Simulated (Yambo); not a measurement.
A BSE run in Yambo for a free-standing NiS2 monolayer (symmetry P2_1, slab cell 14.1 Å high) (PBEsol bands; 8×8×1 mesh, 16 valence and 8 conduction bands, static screening with 103 bands and a 3 Ry block, scissor 1.06 eV, Tamm-Dancoff, stochastic integration of W near q = 0; field along x) gives:

```csv
state,energy (eV),states within 2 meV,relative strength,class
1,1.37,1,< 0.01,dark
2,1.48,1,1.00,strong
3,1.50,1,< 0.01,dark
4,1.55,1,< 0.01,dark
5,1.56,1,< 0.01,dark
```

x lies along the first cell vector.

Question: What changes when the light is polarised along y instead?

Answer: The energies stay; the strengths change. The first strong state is now at 1.56 eV instead of 1.48 eV.
```
state  energy (eV)  states within 2 meV  relative strength   class
-----  -----------  -------------------  -----------------  ------
1             1.37                    1             < 0.01    dark
2             1.48                    1             < 0.01    dark
3             1.50                    1             < 0.01    dark
4             1.55                    1             < 0.01    dark
5             1.56                    1               0.17  strong
```
Each run's strengths are scaled to its own strongest state. These are vertical excitations (zero momentum); the indirect quasiparticle gap, about 1.96 eV, is smaller than the direct one (2.32 eV on the GW mesh). The scissor comes from a G0W0 run whose convergence isn't established.

Geometry relaxed with PBEsol; primitive cell a = 5.264 Å, b = 5.152 Å, c = 14.100 Å, α = β = γ = 90.00°.

This is a model layer cut from the bulk structure; whether it is stable on its own was not checked.

The runs are not spin-polarised; magnetic order was not tried.
